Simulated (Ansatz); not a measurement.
Co2Si:
```
Co2Si
1.0
    4.85316     0.00000     0.00000
    0.00000     3.70354     0.00000
    0.00000     0.00000     6.96441
Co Si
8 4
Direct
  0.82745   0.75000   0.56344
  0.17255   0.25000   0.43656
  0.67255   0.25000   0.06344
  0.32745   0.75000   0.93656
  0.53539   0.25000   0.72114
  0.46461   0.75000   0.27886
  0.96461   0.75000   0.22114
  0.03539   0.25000   0.77886
  0.20094   0.25000   0.10377
  0.79906   0.75000   0.89623
  0.29906   0.75000   0.60377
  0.70094   0.25000   0.39623
```
The run is spin-polarised; directions of the spins, atom by atom: ↑ ↑ ↑ ↑ ↑ ↑ ↑ ↑ 0 0 0 0.

Relaxed with r²SCAN.

Question: Give the Bader charges and basin volumes of the independent atoms, r²SCAN (plane waves, PAW; program Ansatz).

Answer: 

```json
[
 {"atom": "Co1", "Bader charge (e)": "-0.40", "Bader volume (Å³)": "10.9"},
 {"atom": "Co5", "Bader charge (e)": "-0.11", "Bader volume (Å³)": "10.4"},
 {"atom": "Si9", "Bader charge (e)": "+0.51", "Bader volume (Å³)": "10.0"}
]
```

Space group Pnma. The r²SCAN relaxation kept the symmetry of its start. Spin order of the final state: ferromagnetic, chosen from 4 collinear starts compared on coarse meshes (ties went to the first, and starts can fall back to one state), not a proven ground state. Other orbital occupations within this spin state were not tried.

Potentials: the earlier of the program's two PAW sets. The files were generated under PBE; for other functionals the program regenerates the frozen cores, and for LDA and PBEsol the local potential too.
